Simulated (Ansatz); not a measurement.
CaAlO2F:
```cif
data_AlCaFO2
_chemical_formula_sum 'Ca1 Al1 O2 F1'
_space_group_name_H-M_alt 'P4/mmm'
_space_group_IT_number 123
_space_group_name_Hall '-P 4 2'
_cell_length_a 3.72672
_cell_length_b 3.72672
_cell_length_c 3.67661
_cell_angle_alpha 90.000
_cell_angle_beta 90.000
_cell_angle_gamma 90.000
loop_
_atom_site_label
_atom_site_type_symbol
_atom_site_symmetry_multiplicity
_atom_site_Wyckoff_symbol
_atom_site_fract_x
_atom_site_fract_y
_atom_site_fract_z
_atom_site_occupancy
Ca1 Ca 1 d 0.50000 0.50000 0.50000 1
Al1 Al 1 a 0.00000 0.00000 0.00000 1
O1 O 2 f 0.00000 0.50000 0.00000 1
F1 F 1 b 0.00000 0.00000 0.50000 1
```

Relaxed with PBEsol.

Decompose the optical modes at the zone centre into irreducible representations, and say which are infrared and Raman allowed.

Point group 4/mmm: Γ_opt = 3A2u + B2u + 4Eu. Infrared: A2u, Eu. Raman: none.

Assign frequencies (DFPT, plane-wave PAW PBEsol (Ansatz code); without the LO–TO term).

A2u 78i, Eu 153, B2u 176, Eu 244, Eu 390, A2u 425, A2u 625, Eu 708 cm⁻¹.

Subscripts of B labels follow the axes of the standard setting.

The start of the workflow was typed in or built on a structure type; neither database checked (COD, Materials Project) lists it. Its standing as an ambient phase is unchecked. Symmetry was held in the PBEsol relaxation. At this level the phase is dynamically unstable (imaginary phonons).

Potentials: the earlier of the program's two PAW sets. The files were generated under PBE; for other functionals the program regenerates the frozen cores, and for LDA and PBEsol the local potential too.
